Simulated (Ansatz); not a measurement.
# SnSe, first-principles data

SnSe:
```
SnSe
1.0
    0.00000     3.38995     3.38995
    3.38995     0.00000     3.38995
    3.38995     3.38995     0.00000
Se Sn
1 1
Direct
  0.25000   0.25000   0.25000
  0.00000   0.00000   0.00000
```

Space group F-43m (No. 216), zinc blende; conventional cell a = 6.7799 Å, b = 6.7799 Å, c = 6.7799 Å, α = 90.00°, β = 90.00°, γ = 90.00°.

Method: PBE (plane waves, PAW; program Ansatz). The cell and atoms are relaxed at this level. Other levels are named where they apply.

### Cell and energy

```json
{
 "volume_per_atom": "38.96 Å³",
 "density": "4.21 g/cm³",
 "Formation energy from the elements (no fitted shifts)": "-0.20 eV/atom"
}
```

### Electronic structure

```json
{
 "electronic_character": "no gap, with almost no states at the Fermi level (zero-gap or semimetallic)",
 "Density of states at the Fermi level": "0.01 states/eV per atom (mean over ±0.08 eV)",
 "Gap with spin–orbit coupling": "none (metallic)"
}
```

### Mechanics

```json
{
  "Bulk modulus (Birch–Murnaghan fit)": "30.4 GPa",
  "Pressure derivative B′": "3.4"
}
```

The start of the workflow was typed in or built on a structure type; neither database checked (COD, Materials Project) lists it. It is not the phase usual at ambient conditions (space group No. 62). The cell was relaxed with PBE under the symmetry of its start; its stability against distortions is not shown here. The volume moved by 17 % from the start of the relaxation. A small band overlap can be real or an error of a semilocal functional. The references are the lowest solids computed at this level, not always the standard phases. Spin–orbit coupling is left out wherever it is not named.

Potentials: the earlier of the program's two PAW sets.
